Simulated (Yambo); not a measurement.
A G0W0@LDA run in Yambo for Rb2NaYF6 (space group Fm-3m, No. 225) (2×2×2 Γ-centred k mesh, bands 2 to 272 and a 7 Ry block in the screening, 272 bands in G with the Bruneval-Gonze terminator, plasmon pole fitted at 27.2 eV) gives these matrix elements, in eV, at the band edges (Γ → Γ):

| state | E0 | <Vxc> | <Σx> | <Σc(E0)> | Z |
|---|---|---|---|---|---|
| valence edge | 0.000 | -22.016 | -29.792 | 4.816 | 0.806 |
| conduction edge | 6.102 | -8.940 | -4.231 | -2.911 | 0.895 |

Solve the linearised quasiparticle equation for both states, give the gap, and say how exchange and correlation each act on it.

E = E0 + Z(Σx + Σc − Vxc). Valence: 0.000 + 0.806 × (-29.792 + (4.816) − (-22.016)) = -2.39 eV. Conduction: 6.102 + 0.895 × (-4.231 + (-2.911) − (-8.940)) = 7.71 eV. The gap is 10.10 eV, against 6.10 eV in LDA. Replacing Vxc by bare exchange alone would open it by 12.48 eV; correlation takes back 7.73 eV of that, and Z scales what is left. Nearest settings tried, and what they do to the gap: 214 bands in W, 214 bands in G: +20 meV; 6 Ry block (339 vectors against 411): +6 meV; 1×1×1 mesh: -49 meV. So the settings aren't converged at that level. The k mesh is coarse. 

Geometry of the Materials Project entry, not relaxed at this level; primitive cell a = b = c = 6.383 Å, α = β = γ = 60.00°.
